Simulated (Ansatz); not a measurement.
Given:

HfO2:
```
CELL_PARAMETERS angstrom
      0.00000     2.52190     2.52190
      2.52190     0.00000     2.52190
      2.52190     2.52190     0.00000
ATOMIC_POSITIONS crystal
  Hf 0.00000 0.00000 0.00000
  O  0.25000 0.25000 0.25000
  O  0.75000 0.75000 0.75000
```

This is the PBEsol-relaxed structure.

Problem. All from PBEsol (plane waves, PAW; program Ansatz), unless another level is named. Estimate the band gap.

Solution. 3.69 eV (direct).

Problem. Next, the hole effective mass with spin–orbit coupling?

Solution. 0.28, 3.0, 3.0 mₑ (principal values).

Problem. What about the electron effective mass with spin–orbit coupling?

Solution. 0.71, 0.71, 1.1 mₑ (principal values).

Problem. Next, the HSE06 gap on the PBEsol cell?

Solution. 5.43 eV.

Problem. And the weight of the conduction-edge state by species (Voronoi cells)?

Solution. Hf 51 %, O 49 %.

Problem. Next, the weight of the valence-edge state by species (Voronoi cells)?

Solution. O 97 %, Hf 3 %.

Space group Fm-3m (fluorite). This is a known high-temperature phase of the composition, computed here at zero pressure and temperature. Symmetry was held in the PBEsol relaxation; whether a distortion lowers the energy is not shown. The run is not spin-polarised. Spin–orbit coupling is left out wherever it is not named.

Potentials: the later of the program's two PAW sets.
